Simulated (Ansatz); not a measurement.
# LaTiO₃: reading a single point

```
CELL_PARAMETERS angstrom
4.09145 0.00000 0.00000
0.00000 4.09145 0.00000
0.00000 0.00000 4.09145
ATOMIC_POSITIONS crystal
Ti 0.00000 0.00000 0.00000
O 0.50000 0.00000 0.00000
O 0.00000 0.50000 0.00000
O 0.00000 0.00000 0.50000
La 0.50000 0.50000 0.50000
```

Method: r2SCAN, collinear spin; PAW, plane waves to 500 eV, 5×5×5 (shifted by 0.5, 0.5, 0.5 steps) mesh, fermi-dirac occupations (width 0.021 eV) (Ansatz 0.2.0), atoms fixed.

The state carries no moments; the state need not be the lowest.

Q: Is the cell too large or too small?

A: The pressure is -18.4 GPa (compression positive), so with the atoms held at these fractions the cell would first shrink.

Q: What happens at the Fermi level?

A: It is a metal, with about 4.1 states/eV a cell as the mean within 0.25 eV of the Fermi level, mostly Ti d (44 %), La f (36 %) and La d (14 %).

Q: What is the formation energy?

A: -3.39 eV an atom against the elements' usual phases (free molecules for gases, crystals otherwise, with no correction for O₂ or N₂), so it is bound against them; other compounds may still compete. Relaxing would lower it.

Q: Describe some of the short contacts.

A: Ti–O at 2.05 Å: least valence density 0.54 e/Å³ and ELF 0.15 there. La–O at 2.89 Å: least valence density 0.15 e/Å³ and ELF 0.07 there. Both are smooth PAW fields, read partly inside the augmentation spheres.

Origin: a known structure type with other elements, at an estimated volume, so it need not be a known compound. Caveats: correlation that this level lacks may open a gap in such a compound; an odd electron count with no moments left, so an order that this cell can't hold may lie lower; the k mesh is coarse if the cell is a metal; atoms or cell far from equilibrium; f levels without a U or exact exchange are poorly placed.
